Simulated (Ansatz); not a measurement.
## Mg$_{2}$FeH$_{6}$: the gap against volume

Mg$_{2}$FeH$_{6}$, Fm-3m, a = 6.279 Å. The structure is a COD entry; whether it is the stable form wasn't checked. Ansatz: LDA, PAW, 420 eV, Γ-centred 8×8×8 mesh on 9 atoms, Gaussian smearing 0.02 eV; no spin polarisation. Shape and atoms are relaxed at each volume; x = ln(V/V0) with V0 = 6.876 Å³/atom. The gap is read at the mesh points alone.

```tsv
x	gap y (eV)
-0.1278	1.886
-0.0943	1.859
-0.0619	1.834
-0.0305	1.810
0.0000	1.787
0.0296	1.767
0.0583	?
0.0953	1.723
```

Fit a straight line to the other rows, give the volume deformation potential of the gap and its pressure coefficient, and predict the missing gap. B0 = 88.6 GPa.

Means x = -0.02709, y = 1.8094; Σ(Δx)² = 0.03481, ΣΔxΔy = -0.02549; the slope is their ratio. y = 1.7896 − 0.73230 x. The slope is the deformation potential a = dE_g/d ln V = -0.73 eV, and dE_g/dP = −a/B0 = 8.27 meV/GPa. At x = 0.0583 the fit asked for gives 1.747 eV. The run gave 1.747 eV, the same to the digits shown.

Semilocal functionals give gaps under the measured ones; changes of the gap mostly carry over better.

Cost: 8 runs of about 3.2 core-minutes in all, on Intel Xeon Processor @ 2.50GHz (Skylake/Cascade Lake) (shared hosts).